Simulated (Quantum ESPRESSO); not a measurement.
**Kohn-Sham bands of CsAu (CsCl type)**

```yaml
crystal:
  lattice:
    - [4.28285, 0.00000, 0.00000]
    - [0.00000, 4.28285, 0.00000]
    - [0.00000, 0.00000, 4.28285]
  atoms:
    - { symbol: Cs, position: [0.00000, 0.00000, 0.00000] }
    - { symbol: Au, position: [0.50000, 0.50000, 0.50000] }
```

Cell from Materials Project (mp-2667), symmetrised, no further relaxation. COD (Crystallography Open Database) has an entry of this formula and space group (matched by these alone). Method: PBEsol plane waves in Quantum ESPRESSO 7.5 (PseudoDojo norm-conserving files, 61 Ry, no spin polarisation, no spin-orbit coupling), Bloch states on a 8×8×8 mesh through Γ, Wannier90 4.0.1. Density: 10×10×10 mesh, cold smearing 0.01 Ry. Spin-orbit coupling is left out although heavy elements are present.

Energies are relative to the valence-band maximum; weights are on the orthonormalised atomic waves of the pseudopotential files, averaged over the group. 28 electrons a cell are treated as valence.

```json
[
 {"bands": "1", "from (eV)": "-103.70", "to (eV)": "-103.70", "filling": "filled", "weight on atomic waves": "___"},
 {"bands": "2–4", "from (eV)": "-55.02", "to (eV)": "-55.02", "filling": "filled", "weight on atomic waves": "___"},
 {"bands": "5", "from (eV)": "-21.41", "to (eV)": "-21.27", "filling": "filled", "weight on atomic waves": "___"},
 {"bands": "6–8", "from (eV)": "-8.77", "to (eV)": "-7.81", "filling": "filled", "weight on atomic waves": "___"},
 {"bands": "9–14", "from (eV)": "-3.02", "to (eV)": "0.00", "filling": "filled", "weight on atomic waves": "___"}
]
```

Q: Which atomic shells make up each group?

A: 
- 1, weight on atomic waves: Au 5s 99 %
- 2–4, weight on atomic waves: Au 5p 100 %
- 5, weight on atomic waves: Cs 5s 97 %
- 6–8, weight on atomic waves: Cs 5p 97 %
- 9–14, weight on atomic waves: Au 5d 82 %, Au 6s 13 %

The Kohn-Sham gap over both meshes and the path is 0.92 eV.
